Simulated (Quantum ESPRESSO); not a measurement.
# Sn3Hf2Y2Sc: one composition in several site orders

A calculation, not a measurement. The program is pw.x of Quantum ESPRESSO 7.5 (plane-wave density functional theory). The cell is made up: eight metal atoms on a face-centred cubic lattice, with elements, volume, strain and displacements drawn at random and not relaxed, so it may be unstable or far from any real phase. PseudoDojo standard norm-conserving files set the functional (PBE unless stated); there is no spin polarisation or spin-orbit coupling, the Fermi-Dirac width of 0.25 eV means electrons at about 2900 K, and the masses in the input are unused placeholders. The tin pseudopotential is less sure than most, with forces differing by about three percent from a second method on plain tin. Heavy elements are run without spin-orbit coupling, which real alloys of them have. A spin test at this wide smearing found no moment, but such smearing suppresses magnetism that the real alloy may have.

The runs put one composition on the sites in different orders. Cell, positions, cutoff, mesh and smearing stay as in the input of run 1; sites are counted in its order. Stress in the tables is positive in tension.

Input of run 1:

```
&control calculation='scf', pseudo_dir='./dojo.nc.sr.pbe.v0_5.standard.upf', outdir='./o', disk_io='minimal', tprnfor=.true., tstress=.true. /
&system ibrav=0, nat=8, ntyp=4, nbnd=64, ecutwfc=77.98206166, nosym=.true., tot_charge=0,
 occupations='smearing', smearing='fd', degauss=0.0183746611
/
&electrons conv_thr=1.470e-08, electron_maxstep=70, mixing_beta=0.5 /
ATOMIC_SPECIES
Hf 1.0 Hf.upf
Sc 1.0 Sc.upf
Sn 1.0 Sn.upf
Y 1.0 Y.upf
CELL_PARAMETERS angstrom
0.0 4.7356 4.7356
4.7356 0.0 4.7356
4.7356 4.7356 0.0
ATOMIC_POSITIONS angstrom
Sn -0.0014 -0.0371 -0.0339
Hf 2.3768 2.3263 -0.0285
Hf 2.3818 -0.0315 2.3764
Sn 4.6876 2.3997 2.404
Y -0.0181 2.3221 2.3767
Sc 2.3563 4.7565 2.3894
Y 2.3348 2.369 4.7191
Sn 4.6951 4.7783 4.7239
K_POINTS automatic
4 4 4 1 1 1
```

| run | elements on sites 1 to 8 | free energy less that of run 1 (eV) | -TS (eV) | pressure (GPa) | stress xx (GPa) | stress yy (GPa) | stress zz (GPa) | stress yz (GPa) | stress xz (GPa) | stress xy (GPa) | iterations |
| --- | --- | --- | --- | --- | --- | --- | --- | --- | --- | --- | --- |
| 1 | Sn Hf Hf Sn Y Sc Y Sn | 0.000 | -1.648 | -5.05 | 5.89 | 4.69 | 4.58 | -0.07 | -0.37 | -0.04 | 15 |
| 2 | Y Sn Hf Y Sn Sn Hf Sc | 0.447 | -1.820 | -3.78 | 3.53 | 4.00 | 3.82 | -0.54 | 1.28 | -1.07 | 15 |
| 3 | Sn Y Sn Sc Hf Sn Y Hf | -0.395 | -1.693 | -5.16 | 3.98 | 6.80 | 4.69 | -0.41 | 0.21 | 0.02 | 14 |
| 4 | Hf Sn Sn Sn Y Hf Y Sc | 0.742 | -1.806 | -3.55 | 3.79 | 3.23 | 3.62 | 1.71 | -2.06 | -1.55 | 13 |
| 5 | Y Sc Sn Hf Y Hf Sn Sn | 0.479 | -1.751 | -3.91 | 4.09 | 4.08 | 3.56 | -1.68 | 1.78 | -2.00 | 13 |
| 6 | Sn Sc Hf Y Sn Sn Y Hf | 0.365 | -1.763 | -3.82 | 3.87 | 3.71 | 3.89 | -1.32 | 1.12 | -1.29 | 13 |

Forces Fx Fy Fz (eV/Å):

```
site              run 1              run 2              run 3              run 4              run 5              run 6
   1    -0.10 0.14 0.10    -0.07 0.05 0.13    -0.09 0.15 0.06    -0.08 0.13 0.07    -0.08 0.18 0.21    -0.11 0.13 0.07
   2    -0.08 0.11 0.15    -0.11 0.12 0.10    -0.21 0.22 0.27    -0.16 0.14 0.11    -0.16 0.13 0.14    -0.06 0.12 0.09
   3   -0.07 0.01 -0.06   -0.13 0.06 -0.05   -0.07 0.10 -0.03    -0.05 0.03 0.03   -0.13 0.08 -0.05   -0.07 0.10 -0.03
   4   0.12 -0.03 -0.06   0.10 -0.12 -0.13    0.12 0.00 -0.11   0.10 -0.07 -0.13   0.06 -0.03 -0.07   0.17 -0.11 -0.19
   5    0.09 0.18 -0.24    0.07 0.07 -0.13   0.07 -0.02 -0.15    0.11 0.14 -0.29    0.10 0.10 -0.32    0.02 0.06 -0.13
   6  -0.11 -0.11 -0.17  -0.07 -0.02 -0.16  -0.04 -0.15 -0.20  -0.09 -0.11 -0.10  -0.05 -0.15 -0.12  -0.10 -0.01 -0.12
   7    0.07 -0.08 0.12    0.09 -0.05 0.05    0.06 -0.06 0.17    0.11 -0.06 0.17    0.17 -0.07 0.06    0.05 -0.05 0.22
   8    0.07 -0.23 0.17    0.12 -0.12 0.19    0.16 -0.24 0.00    0.06 -0.20 0.15    0.09 -0.24 0.15    0.09 -0.24 0.09
```

The sites are displaced and not relaxed, so the energy differences mix bonding between neighbours with strain and are not ordering energies. A rerun of one cell of this series at a higher cutoff and on a denser mesh moved values by no more than 0.004 eV in energy, 0.18 GPa in stress and 0.004 eV/Å in force, and a second program with other atomic files agreed on that cell to 2 % rms in force and 0.5 GPa in pressure.